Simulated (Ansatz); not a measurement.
Ansatz (a first-principles code) input:

Ansatz 0.2 input:
```yaml
crystal:
  lattice:
    - [-1.3828837988, 1.3828837988, 1.3828837988]
    - [1.3828837988, -1.3828837988, 1.3828837988]
    - [1.3828837988, 1.3828837988, -1.3828837988]
  atoms:
    - { symbol: Ni, position: [0.0, 0.0, 0.0], spin: 0.67 }
kpoints:
  mp_grid: { grid: [21, 21, 21] }
hamiltonian:
  xc: r2scan
  pseudopotentials: { kind: paw }
magnetization: { spin_polarized: true }
scf:
  occupations: { method: gaussian, width: 0.1 }
checkpoint: { read: metal.run }
output: { bader: true, populations: true }
```

Output (shortened):

```
Pseudopotentials: kind: paw
Pseudopotential: Ni, paw, valence charge 18
Functional definition: r2SCAN
Crystal: 1 atoms, lattice volume = 10.578 Å³
Basis set: ecut = 500 eV, 249 PW (Γ), exchange–correlation on 72×72×72 points (64 copies of the dense FFT grid, shifted against one another)
Bands: 18, of which v1, the nominal top of the filled ones, is band 9 counted from 1 (8 counted from 0)
Symmetry: 48 space group operations
Space group: Im-3m (ITA 229), of the structure as read, at distance tolerance 2.2e-5 Å
k-points: 286 of 9261
PAW frozen core: Ni, regenerated for the run's functional
Initial density: read from a saved state, or passed on in memory by an earlier SCF of this step, an earlier step, the calling program or the single point that …
Stability of the state it starts from, as read at its close in the collinear treatment (another_mixer)
Starting moments: Σ|m| = 0.67 μB on 1 of 1 site; this step starts from the density that it was given
Initial wavefunctions: pseudopotential atomic-orbital guess
Eigensolver: davidson
Functional: x = r2scan, c = r2scan; τ floored in thin density (d = 2e-4 eV/Å³)
iter 1 solved again at ethr=1.38e-7 eV; its pass at ethr=3.10e-3 eV (dr2=2.48e-5 eV) is discarded
SCF iter   1: F=—  HF=-5845.172784 eV  |F-HF|=—  |Δ(HF+E_count)|=         —  Δρ=4.72e-7 (↑1.64e-7 ↓4.72e-7)  dr2=2.08e-11  dr2_τ=5.23e-13  dr2_m=5.73e-12  M=0.629 μB ∫|m|=0.755 μB  β_m=1.20  ethr=1.38e-7  ⟨swp⟩=3.1  Hψ=76647  notcnv=0
all-band conjugate gradients solve this SCF's bands
preconditioner: auto → none
SCF iter   2: F=-5845.172784 eV  HF=-5845.172784 eV  |F-HF|=7.28e-12  |Δ(HF+E_count)|=   4.69e-9  Δρ=2.84e-7 (↑6.25e-8 ↓2.84e-7)  dr2=4.51e-12  dr2_τ=3.14e-13  dr2_m=2.19e-12  M=0.629 μB ∫|m|=0.755 μB  ethr=1.00e-12  ⟨swp⟩=7.2  Hψ=45502  notcnv=0
SCF 1 converged in 2 iterations: F = -5845.172784 eV  dr2 = 4.51e-12
Stability not checked (another_mixer)
SCF converged after 2 iterations
Magnetization: 0.6291 μB (9.3145 up, 8.6855 down)
Absolute magnetization: 0.7561 μB (∫|ρ↑−ρ↓|, with the PAW one-centre terms)
Spin contamination: 0.0155 ħ² per cell (⟨S²⟩ above its minimum at these occupations)
Per-site moments (μB) at R_I (Å): [(0.6846827811621763, 0.988030312700251)]
Free energy (F): -5845.172784 eV
Harris-Foulkes:  -5845.172784 eV  (|F-HF|=7.28e-12)
Internal energy: -5845.167574 eV  (E = F + TS)
E sigma→0 (E₀):  -5845.170179 eV
Entropy (-TS):   -0.005209 eV (-5.209 meV/atom)
Fermi energy:    18.539915 eV
--- Per-component energies (eV) ---
  E_band       = -298.154349
  E_kinetic    = 282.636214
  E_local      = -3399.596131  (includes V_loc(G=0)·N_el)
  E_nonlocal   = 641.603928
  E_hartree    = 1423.858662
  E_xc         = -78.768277
  E_vxc        = -116.921612  (∫ρ·V_xc dr)
  E_paw        = -1645.148736  (= ΣΔE_a)
  E_vpaw       = -562.252909  (= ΣTr[D̂ρ^β])
  E_aug_tail   = 0.000243  (compensation charges beyond the density's cutoff)
  E_vtau       = 8.658432  (kinetic-family band-sum trace: ∫τ·v_τ [+ j·A + Jᵃ·Aᵃ] dr)
  E_ewald      = -3069.453409
  E_core_change = -0.300069  (= ΣΔE_core)
  E_smearing   = -0.005209  (= −TS)
  E_closure    =  0.000000  (closes the sum)
  Σ components = -5845.172784   (vs F -5845.172784, Δ=0.00e0)
  [band-id]    e_kinetic+e_local+e_nonlocal+2·e_hartree+e_vxc+e_vpaw+e_augmentation_tail+e_vtau = -298.154511   (vs E_band -298.154349, Δ=-1.62e-4)
--- Band table (eV; the first three rows and the last of 572) ---
  k-point 0 ↑: bands = ["-88.8363", "-47.5995", "-47.5995", "-47.5995", "9.0121", "15.7921", "15.7921", "15.7921", "17.3707", "17.3707", "46.0302", "46.0302", "46.0302", "51.1583", "51.1583", "52.7209", "52.7209", "52.7209"]
  k-point 1 ↑: bands = ["-88.8354", "-47.6052", "-47.6015", "-47.5995", "9.1119", "15.7694", "15.7910", "15.8373", "17.3470", "17.3725", "45.1832", "45.8513", "45.8840", "50.4651", "50.9106", "50.9119", "51.7886", "53.0577"]
  k-point 2 ↑: bands = ["-88.8327", "-47.6219", "-47.6072", "-47.5995", "9.4079", "15.7035", "15.7846", "15.9703", "17.2845", "17.3781", "43.2084", "45.2344", "45.5184", "49.0649", "49.6905", "49.9078", "52.6526", "53.9917"]
  k-point 285 ↓: bands = ["-87.6272", "-46.6763", "-46.6754", "-46.6754", "14.2200", "14.2251", "19.2096", "19.2096", "19.2375", "28.4095", "28.9167", "28.9167", "34.8324", "35.1429", "40.0639", "61.0320", "69.0679", "69.0679"]
  band table: 18 of 18 bands, residual norms ≤ 1.0e-3 eV
--- Löwdin populations: 1 site ---
  site symbol       q [e]    m [muB]
     0     Ni     17.7798     0.6697
  spilling = 0.012233 (of n_electrons = 18.000000)
--- Bader charges: 1 site ---
  site symbol  charge [e]  shift [e]    m [muB]
     0     Ni      0.0000     0.0000     0.6291
  shift: an alarm, by how much a part of what the PAW files miss would move the charge. Where it is large, compare
  with a run on PAW files of another source; a small one proves nothing
  estimated error of the sums over rays = 1.2e-7 e
```

Cost: around 30 core-seconds (rough) on shared cores.

A made-up cell: these elements were put on the sites of a structure type; the Crystallography Open Database copy checked does not list it. It is not the phase usual at ambient conditions (space group No. 225). Symmetry was held in the r²SCAN relaxation. At this level the phase is mechanically unstable. The final state is ferromagnetic, chosen from 3 collinear starts compared on coarse meshes (ties went to the first, and starts can fall back to one state), not a proven ground state. Other orbital occupations within this spin state were not tried. For itinerant 3d metals, meta-GGAs of the SCAN family and hybrids are commonly reported to give too large moments.

Potentials: the later of the program's two PAW sets.

Ansatz is a plane-wave DFT program.
